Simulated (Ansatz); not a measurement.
**Cu: from a starting cell to a relaxed one**

The start is a relaxed Cu cell displaced along its unstable phonon at q = (½, ½, 0) of its primitive reciprocal cell (98i cm⁻¹), largest move 0.15 Å. The structure is fully relaxed (lattice and positions, P = 0) with PBEsol (plane waves to 420 eV, PAW, scalar-relativistic; Ansatz, a program for electronic structure). The first steps use a coarse 11×11×11 k-mesh.

Starting cell:
```yaml
crystal:
  lattice:
    - [0.00000, 5.23059, 5.23059]
    - [2.61530, 2.61530, 5.23059]
    - [2.61530, 2.61530, 0.00000]
  atoms:
    - { symbol: Cu, position: [0.98135, 0.26865, 0.28601] }
    - { symbol: Cu, position: [0.51865, 0.23135, 0.21399] }
    - { symbol: Cu, position: [0.01865, 0.98135, 0.03601] }
    - { symbol: Cu, position: [0.48135, 0.01865, 0.96399] }
```

Task: What is the largest force in the starting geometry, and on which atom (counted from 1)?

Result: 0.33 eV/Å, on Cu1, Cu2, Cu3, Cu4 (atoms numbered as listed).

Task: By how much does the energy per atom fall from start to end?

Result: 1.18 eV/atom.

Task: Does it find its way back to the structure it was made from?

Result: It does not go back: it reaches Fm-3m (No. 225), fcc (Cu type), 1.20 eV/atom below the parent.

Task: How do the shortest distances between atoms change?

Result: The closest pairs of elements (up to four, under 3.6 Å), start → end: Cu–Cu 2.27 → 2.52 Å.

Task: Is the relaxed structure metallic? Give its gap.

Result: Zero (metallic).

Task: What does it relax into? Give the structure.

Result: 
Space group Fm-3m (No. 225); a = 3.5636 Å, b = 3.5636 Å, c = 3.5636 Å, α = 90.00°, β = 90.00°, γ = 90.00°

```json
[
 {"atom": "Cu", "site": "4a", "symmetry": "m-3m", "x": "0.0000", "y": "0.0000", "z": "0.0000"}
]
```
(The calculation used a cell of 1 atom; values per cell refer to that cell.)

Final values are on a 22×22×22 k-mesh of the relaxed cell. No spin polarisation in the result.

The run could not lose the symmetry of its start.

Of the parent cell (Fd-3m (No. 227)): it is a generated cell of Cu: the first start was made by placing the elements on the sites of a structure type, and the end was not matched to a known phase here, so it may be hypothetical. Known forms of Cu include space group No. 225.
